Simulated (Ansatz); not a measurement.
Ti:
```yaml
crystal:
  lattice:
    - [0.00000, 3.05976, 3.05976]
    - [3.05976, 0.00000, 3.05976]
    - [3.05976, 3.05976, 0.00000]
  atoms:
    - { symbol: Ti, position: [0.00000, 0.00000, 0.00000], spin: 2.7 }
    - { symbol: Ti, position: [0.25000, 0.25000, 0.25000], spin: 2.7 }
```

Relaxed with r²SCAN.

Question: Which orbitals make up the states near the Fermi level in the program Ansatz at the r²SCAN level (PAW)?

Answer: Within 0.5 eV of the Fermi level: Ti 3d 82 %, Ti 4s 7 %, outside the projected shells 10 %. Projections are on Löwdin-orthogonalised atomic valence shells; empty p or d shells of many metals are not among them.

Question: Tabulate the density of states.

Answer: States/eV per cell of 2 atoms, in 0.25 eV bins, energy from the Fermi level.

| E (eV) | total | Ti 3d | Ti 4s | Ti 3s |
|---|---|---|---|---|
| -5.50 | 0.00 | 0.00 | 0.00 | 0.00 |
| -5.25 | 0.05 | 0.00 | 0.05 | 0.00 |
| -5.00 | 0.10 | 0.00 | 0.09 | 0.01 |
| -4.75 | 0.13 | 0.00 | 0.12 | 0.01 |
| -4.50 | 0.16 | 0.00 | 0.15 | 0.01 |
| -4.25 | 0.19 | 0.01 | 0.17 | 0.01 |
| -4.00 | 0.22 | 0.01 | 0.20 | 0.01 |
| -3.75 | 0.30 | 0.02 | 0.26 | 0.01 |
| -3.50 | 0.39 | 0.03 | 0.34 | 0.01 |
| -3.25 | 0.48 | 0.05 | 0.41 | 0.02 |
| -3.00 | 0.62 | 0.09 | 0.49 | 0.02 |
| -2.75 | 0.63 | 0.11 | 0.48 | 0.01 |
| -2.50 | 0.62 | 0.13 | 0.46 | 0.01 |
| -2.25 | 0.61 | 0.17 | 0.42 | 0.01 |
| -2.00 | 1.41 | 0.98 | 0.38 | 0.01 |
| -1.75 | 2.77 | 2.19 | 0.49 | 0.01 |
| -1.50 | 3.07 | 2.51 | 0.47 | 0.01 |
| -1.25 | 6.35 | 5.39 | 0.77 | 0.01 |
| -1.00 | 2.74 | 2.08 | 0.47 | 0.01 |
| -0.75 | 4.03 | 3.35 | 0.36 | 0.01 |
| -0.50 | 3.91 | 3.19 | 0.20 | 0.01 |
| -0.25 | 2.14 | 1.78 | 0.11 | 0.01 |
| 0.00 | 2.06 | 1.65 | 0.24 | 0.01 |
| 0.25 | 1.19 | 0.99 | 0.11 | 0.00 |
| 0.50 | 0.96 | 0.83 | 0.07 | 0.00 |
| 0.75 | 2.44 | 2.27 | 0.05 | 0.00 |
| 1.00 | 2.23 | 2.04 | 0.06 | 0.00 |
| 1.25 | 3.75 | 3.08 | 0.49 | 0.02 |
| 1.50 | 4.32 | 3.60 | 0.50 | 0.02 |
| 1.75 | 2.27 | 1.92 | 0.19 | 0.01 |
| 2.00 | 4.19 | 3.80 | 0.22 | 0.01 |
| 2.25 | 8.23 | 7.40 | 0.58 | 0.01 |
| 2.50 | 5.44 | 4.97 | 0.22 | 0.01 |
| 2.75 | 4.84 | 4.24 | 0.32 | 0.01 |
| 3.00 | 1.78 | 1.39 | 0.20 | 0.01 |
| 3.25 | 3.47 | 2.82 | 0.23 | 0.01 |
| 3.50 | 2.31 | 1.65 | 0.21 | 0.01 |
| 3.75 | 2.89 | 2.07 | 0.26 | 0.02 |
| 4.00 | 1.35 | 0.66 | 0.16 | 0.01 |
| 4.25 | 2.03 | 1.31 | 0.15 | 0.01 |
| 4.50 | 2.72 | 1.96 | 0.16 | 0.01 |
| 4.75 | 2.63 | 1.99 | 0.12 | 0.01 |

Space group Fd-3m (diamond). The start of the workflow was typed in or built on a structure type; neither database checked (COD, Materials Project) lists it. It is not the phase usual at ambient conditions (space group No. 194). The cell was relaxed with r²SCAN under the symmetry of its start; whether a distortion lowers the energy is not shown. Magnetic state: ferromagnetic, chosen from 4 collinear starts compared on coarse meshes (ties went to the first, and starts can fall back to one state), not a proven ground state. Other orbital occupations within this spin state were not tried.

Potentials: the later of the program's two PAW sets.
